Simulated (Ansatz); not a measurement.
Nb₃Sn (A15 (Cr3Si type)), relaxed with r²SCAN (Ansatz, a first-principles code, plane waves, PAW): a = 5.304 Å, b = 5.304 Å, c = 5.304 Å, α = 90.00°, β = 90.00°, γ = 90.00°.

```
Item                                  Value
------------------------------------  -----
ΔH_f (eV/atom)                        -0.23
B₀ by P(V) fit (GPa)                    170
K_Hill (GPa)                            170
G_Hill (GPa)                           39.6
highest Γ mode, no LO–TO term (cm⁻¹)    205
Θ_D (K)                                 269
```

Question: The same phase is relaxed and computed with LDA in the same code. What are the cell and these values now?

Answer: a = b = c = 5.2208 Å, α = β = γ = 90.00°.

- ΔH_f (eV/atom): -0.21
- B₀ by P(V) fit (GPa): 185
- K_Hill (GPa): 186
- G_Hill (GPa): 47.5
- highest Γ mode, no LO–TO term (cm⁻¹): 213
- Θ_D (K): 291

All cells were relaxed under the symmetry of their starts (and spin orders); stability against distortions was not tested throughout. Rows with no word on spin ran without spin polarisation. Spin–orbit coupling is left out wherever it is not named.

Potentials: the later of the program's two PAW sets.

Ansatz is a plane-wave DFT program.

Formation energies count from the lowest solids of the elements computed at the same level, not from gases.
